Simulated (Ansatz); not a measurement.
Ionic part of the dielectric constant of Al5BAs6, mode by mode

Computed with Ansatz 0.2.0, DFT PBE, scalar-relativistic, plane waves, PAW. Cutoff 420 eV, 6×6×4 k-points (Γ-centred), fixed occupations. No spin polarisation. Phonons by linear response, acoustic sum rule imposed.

Space group P31m (No. 157), trigonal, a = 6.813 Å, c = 6.470 Å. Al on a site of symmetry 3 is surrounded by 4 As at 2.47–2.53 Å; around Al on a site of symmetry m lie 4 As at 2.44–2.50 Å; B has 4 As at 2.13 Å; around As on a site of symmetry 3 lie 4 Al at 2.44–2.47 Å; As on a site of symmetry 3m has 1 B at 2.13 Å and 3 Al at 2.45 Å; As on a site of symmetry m has 1 B at 2.13 Å and 3 Al at 2.50–2.53 Å.

The cell was found from a structure generator's guess, not taken from experiment. The run warned that its linear response isn't converged on this k mesh, so dielectric tensors, Born charges and infrared intensities are rough, and the frequencies may be too.

The primitive cell has V = 260.04 Å³ and ε∞,zz = 10.387. Each polar mode adds Δε = (4.92064×10⁷/V)·S/ν² along z, with S its oscillator strength in e²/amu, ν in cm⁻¹ and V in Å³.

Question: From these modes, find each Δε and ε0,zz.
```
ν (cm⁻¹)  S_zz (e²/amu)
  141.83        0.00371
  200.37        0.00516
  222.89        0.00536
  332.85         0.4933
  340.57         0.2407
  359.31         0.4094
  545.83         0.1321
```

Answer:
```tsv
ν (cm⁻¹)	Δε
141.83	0.03
200.37	0.02
222.89	0.02
332.85	0.84
340.57	0.39
359.31	0.60
545.83	0.08
```

The sum is 1.98, so ε0,zz = 12.37; the run's tensor has 12.39.

Question: Where do the longitudinal modes lie for a wave vector along z?

Answer: At 142.02, 200.56, 223.06, 336.95, 347.20, 377.32, 548.32 cm⁻¹. The Lyddane–Sachs–Teller product Π(ν_LO/ν_TO)² = 1.19 agrees with ε0/ε∞ = 1.19.
